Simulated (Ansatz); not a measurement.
Calculated with Ansatz: CoO₄F, settings compared

The command:

```bash
ansatz run input.yaml --threads 1 --pin off --max-ram 2560MiB --backend cpu --events-out ev --progress --plain --runs-dir out
```

Input:

```yaml
crystal:
  lattice:
    - [3.66385445, 0.0, 0.0]
    - [0.0, 2.39229261, 0.0]
    - [0.17478231, 0.0, 3.84890939]
  atoms:
    - { symbol: Co, position: [0.0, 0.0, 0.0] }
    - { symbol: F, position: [0.5, 0.5, 0.5] }
    - { symbol: O, position: [0.69, 0.0, 0.33] }
    - { symbol: O, position: [0.31, 0.0, 0.67] }
    - { symbol: O, position: [0.774, 0.5, 0.814] }
    - { symbol: O, position: [0.226, 0.5, 0.186] }
  symmetry: { tolerance: 0.0003 }
kpoints:
  mp_grid: { grid: [5, 7, 5], shift: [0, 0, 0] }
magnetization:
  spin_polarized: false
scf:
  occupations: { method: fermi_dirac }
hamiltonian:
  pseudopotentials: { kind: paw }
  xc: r2scan
basis:
  ecutwfc: 500
output:
  forces: true
  stress: true
  eigenvalues: true
```

Origin of the cell: a known structure type with other elements, at an estimated volume, so it need not be a known compound.

The smearing width isn't typed, so it takes its default of 0.1 eV.

Output of this run (shortened):

```
Pseudopotentials: kind: paw
Pseudopotential: Co, paw, valence charge 17, recommended cutoff 500 eV (meta_gga), Co.paw.azcp
Pseudopotential: F, paw, valence charge 7, recommended cutoff 500 eV (meta_gga), F.paw.azcp
Pseudopotential: O, paw, valence charge 6, recommended cutoff 500 eV (meta_gga), O.paw.azcp
Functional definition: r2SCAN
  exchange = r2scan_x(k0 = k0, k1 = k1, a1 = a1)
  correlation = r2scan_c
Crystal: 6 atoms, lattice volume = 33.736 Å³
Basis set: ecut = 500 eV, 849 PW (Γ), exchange–correlation on 108×72×120 points (64 copies of the dense FFT grid, shifted against one another)
Bands: 30, of which v1, the nominal top of the filled ones, is band 24 counted from 1 (23 counted from 0)
Symmetry: 4 space group operations
[… 11 lines left out …]
Initial density: superposition of atomic densities (neutral atoms: chi_scale 0, normalization atom), corrected by the library's trained network
Functional: x = r2scan, c = r2scan; τ floored in thin density (d = 2e-4 eV/Å³)
SCF iter   1: F=—  HF=-8185.300369 eV  Δρ=1.00e-1  dr2=3.51e0  dr2_τ=8.75e-1
SCF iter   2: F=—  HF=-8185.836424 eV  Δρ=1.65e-1  dr2=5.67e0  dr2_τ=1.49e-1
SCF iter   3: F=—  HF=-8185.371183 eV  Δρ=7.10e-2  dr2=8.71e-1  dr2_τ=7.06e-2
SCF iter   4: F=—  HF=-8185.303712 eV  Δρ=1.30e-2  dr2=7.69e-2  dr2_τ=6.68e-3
SCF iter   5: F=—  HF=-8185.295574 eV  Δρ=4.50e-3  dr2=6.62e-3  dr2_τ=4.76e-4
[… 2 lines left out …]
SCF iter   8: F=—  HF=-8185.295104 eV  Δρ=2.76e-4  dr2=2.05e-5  dr2_τ=1.34e-6
SCF iter   9: F=—  HF=-8185.295106 eV  Δρ=1.03e-4  dr2=3.12e-6  dr2_τ=1.31e-7
SCF iter  10: F=—  HF=-8185.295106 eV  Δρ=7.39e-5  dr2=1.58e-6  dr2_τ=2.66e-8
SCF iter  11: F=—  HF=-8185.295106 eV  Δρ=2.44e-5  dr2=1.86e-7  dr2_τ=9.99e-9
SCF iter  12: F=-8185.295106 eV  HF=-8185.295106 eV  Δρ=1.43e-5  dr2=6.15e-8  dr2_τ=2.08e-9
SCF 1 converged in 12 iterations: F = -8185.295106 eV  dr2 = 6.15e-8
SCF converged after 12 iterations
Free energy (F): -8185.295106 eV
Harris-Foulkes:  -8185.295106 eV  (|F-HF|=5.72e-8)
Internal energy: -8185.186052 eV  (E = F + TS)
E sigma→0 (E₀):  -8185.240579 eV
Entropy (-TS):   -0.109054 eV (-18.176 meV/atom)
Fermi energy:    16.151406 eV
--- Per-component energies (eV) ---
  E_band       = -211.907125
  E_kinetic    = 1420.497916
  E_local      = -4610.324468  (includes V_loc(G=0)·N_el)
  E_nonlocal   = 724.655788
  E_hartree    = 1851.704413
  E_xc         = -541.019917
  E_vxc        = -783.597379  (∫ρ·V_xc dr)
  E_paw        = -2362.575415  (= ΣΔE_a)
  E_vpaw       = -715.935115  (= ΣTr[D̂ρ^β])
  E_aug_tail   = 0.005072  (compensation charges beyond the density's cutoff)
  E_vtau       = 49.369435  (kinetic-family band-sum trace: ∫τ·v_τ [+ j·A + Jᵃ·Aᵃ] dr)
  E_ewald      = -4667.675078
  E_core_change = -0.454361  (= ΣΔE_core)
  E_smearing   = -0.109054  (= −TS)
  Σ components = -8185.295106   (vs F -8185.295106, Δ=0.00e0)
--- Forces (eV/Å), atoms counted from 1 ---
  atom   1  Co     0.000000     0.000000     0.000000
  atom   2  F      0.000000     0.000000     0.000000
  atom   3  O      5.995086     0.000000    -4.641236
  atom   4  O     -5.995086     0.000000     4.641236
  atom   5  O      1.247125     0.000000     2.652149
  atom   6  O     -1.247125     0.000000    -2.652149
  max |Σ_I F_I| component: 0.00e0 eV/Å
--- Stress (GPa, compression-positive) ---
      226.085158       0.000000      15.821112
        0.000000     303.168163       0.000000
       15.821103       0.000000     233.829468
  P = ⅓ Tr σ = 254.3609 GPa (2543.609 kbar)
```

The same input was run again with these changes:

1. `hamiltonian.hubbard` default → { sites: [{ species: Co, l: d, u_eff: 4.0 }], double_counting: fll }
2. `scf.lower_state_search` default → light; `scf.mixing.preconditioner` default → kerker_dos
3. `scf.occupations.width` default → 0.3; `scf.convergence.dr2_threshold` default → 1.0e-05
4. `scf.occupations.method` fermi_dirac → gaussian; `scf.occupations.width` default → 0.001

```csv
run,end,SCF iterations,P (GPa),max force component (eV/Å),moment (μB),ΔE(σ→0) (meV/atom)
base,converged,12,254.36,5.995,–,0
1,converged,14,253.24,5.707,–,–
2,converged,14,254.36,5.995,–,0.00
3,converged,9,256.99,6.087,–,-4.11
4,converged,16,254.09,5.955,–,0.47
```

Energies are compared only where functional, datasets, charge and starting cell are the same.

Not properties of the system: run 3 (too coarse or loose: `scf.occupations.width` = 0.3, `scf.convergence.dr2_threshold` = 1.0e-05).

Caveats of the base run: no spin polarisation, so a magnetic state may lie lower; the given cell is far from equilibrium, with atoms too close or a volume far off; the k mesh is coarse if the cell is a metal.

Run 3: the SCF threshold is loose for forces; wide smearing.

The base run ran for 18 s on 1 thread of Intel(R) Xeon(R) Platinum 8259CL CPU @ 2.50GHz (Skylake/Cascade Lake), on a shared host, peak memory 0.5 GiB, from the program's own first density.
